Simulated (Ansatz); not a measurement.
TiPt3 (Cu3Au type, Pm-3m) at seven volumes, DFT-PBE in the program Ansatz with PAW potentials, scaled uniformly. One row is withheld.

| V (Å³/atom) | P (GPa) |
|---|---|
| 13.999 | 28.15 |
| 14.461 | 17.03 |
| 14.922 | 7.75 |
| 15.384 | 0.00 |
| 15.845 | -6.46 |
| 16.307 | ? |
| 16.768 | -16.30 |

Q: Fit the shown pressures and predict the withheld one.

A: P = (3/2)B₀(x^(7/2) − x^(5/2))[1 + (3/4)(B′ − 4)(x − 1)] with x = (V₀/V)^(2/3). Least squares on the six rows gives V₀ = 15.384 Å³/atom, B₀ = 235 GPa, B′ = 5.04. At V = 16.307, x = 0.9619 and P = -11.83 GPa. The run itself gave -11.84 GPa.

The PBE relaxation kept the symmetry of its start. The run is not spin-polarised. Scalar-relativistic: spin–orbit coupling is off unless named, which matters more the heavier the elements.

Potentials: the later of the program's two PAW sets.
